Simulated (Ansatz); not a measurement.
Li2TiGeO5 — ¹⁷O NMR of the central transition

Cell: a Materials Project structure (computed, not necessarily an observed phase), taken as it stands.

Space group P4/nmm:1 (No. 129); a = 6.6593, c = 4.5525 Å.

| site | Wyckoff | site symmetry | x | y | z |
| --- | --- | --- | --- | --- | --- |
| Li | 4e | ..2/m | 0.7500 | 0.2500 | 0.5000 |
| Ti | 2c | 4mm | 0.0000 | 0.5000 | 0.1044 |
| Ge | 2a | -4m2 | 0.5000 | 0.5000 | 0.0000 |
| O9 | 8i | .m. | 0.5000 | 0.7136 | 0.7685 |
| O11 | 2c | 4mm | 0.5000 | 0.0000 | 0.2726 |

One atom of each set is listed.

The numbers come from a DFT calculation in Ansatz (PBE, plane waves and PAW, scalar-relativistic, 420 eV cutoff, Γ-centred 3×3×5 k-points, Fermi–Dirac smearing 0.02 eV).

¹⁷O has I = 5/2 and Q = -25.58 mb (Pyykkö 2018); at 7.05 T its Larmor frequency is ν₀ = 40.7 MHz. Only the quadrupole interaction is simulated: positions count from each site's isotropic chemical shift, and J coupling is left out, as are shift anisotropy and dipolar coupling, which fast spinning averages.

Problem. What does the ¹⁷O spectrum (fast magic-angle spinning) show for each site?

Solution. 

| site | first shell | C_Q (MHz) | η | P_Q (MHz) | δ_QIS (ppm) | breadth (kHz) |
| --- | --- | --- | --- | --- | --- | --- |
| O9 | 1 Ge at 1.77 Å, 1 Ti at 1.99 Å, 2 Li at 2.08 Å | -5.68 | 0.20 | 5.72 | -118 | 10.9 |
| O11 | 1 Ti at 1.72 Å; also 4 Li at 2.57 Å | 0.957 | 0.00 | 0.957 | -3.32 | 0.290 |

δ_QIS = −(ν_Q²/30ν₀²)[I(I+1) − 3/4](1 + η²/3) × 10⁶ ppm with ν_Q = 3|C_Q|/[2I(2I−1)]; it falls as 1/B₀² in ppm, and the breadth as 1/B₀ in kHz.

An axis of threefold or higher order runs through O11, so V_zz lies along it and η is zero. At O9 V_zz points along its shortest bond, to Ge (within 6°).

The largest force is 0.3 eV/Å, so the atoms aren't at the calculated equilibrium and relaxing them would move these values.

Hardware: 1 thread of Arm Neoverse V2 (aarch64; 8 cores open to the job, memory cap 2.5 GiB, no GPU), a shared host with a load of 0.9 a core. Wall time 17 s, CPU time 17 s, peak memory 0.58 GiB.
